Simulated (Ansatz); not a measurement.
AlIr (rock salt, Fm-3m), a = b = c = 5.008 Å, α = β = γ = 90.00°; the cell used has 2 atoms.

Relaxed with r²SCAN. r²SCAN (plane waves, PAW; program Ansatz) gives no gap.

Problem. What gap does HSE06 give on the same cell (Ansatz, PAW)?

Solution. 0.10 eV. The hybrid was solved on a coarser mesh and at special points; the gap given is the minimum over both. On such a mesh it can open a false gap in a semimetal.

```
k  v1 r²SCAN  c1 r²SCAN    v1 HSE06    c1 HSE06
-  ---------  ---------  ----------  ----------
Γ      -2.38       6.74  (withheld)  (withheld)
X      -0.36       0.48       -0.72        0.91
L      -0.83       0.32  (withheld)  (withheld)
W      -0.29       1.34  (withheld)  (withheld)
K      -0.68       1.05  (withheld)  (withheld)
```

Problem. Top valence (v1) and lowest conduction level (c1) in eV from each method's valence maximum (which need not be a listed point): supply the withheld HSE06 values.

Solution. 
- L, v1 HSE06: -1.24
- L, c1 HSE06: 0.47
- Γ, v1 HSE06: -2.79
- Γ, c1 HSE06: 7.06
- K, v1 HSE06: -0.71
- K, c1 HSE06: 1.01
- W, v1 HSE06: 0.00
- W, c1 HSE06: 1.39

Cost on shared cores: the r²SCAN run (SCF on a 14×14×14 mesh, then bands and DOS) around 17 core-seconds (rough), the HSE06 run (SCF on 7×7×7, then a few points) very roughly 50 core-seconds; the tasks are unlike.

The start of the workflow was typed in or built on a structure type; neither database checked (COD, Materials Project) lists it. Its standing as an ambient phase is unchecked. Symmetry was held in the r²SCAN relaxation. At this level the phase is mechanically unstable. No spin polarisation was allowed. Scalar-relativistic: spin–orbit coupling is off unless named, which matters more the heavier the elements.

Potentials: the later of the program's two PAW sets.
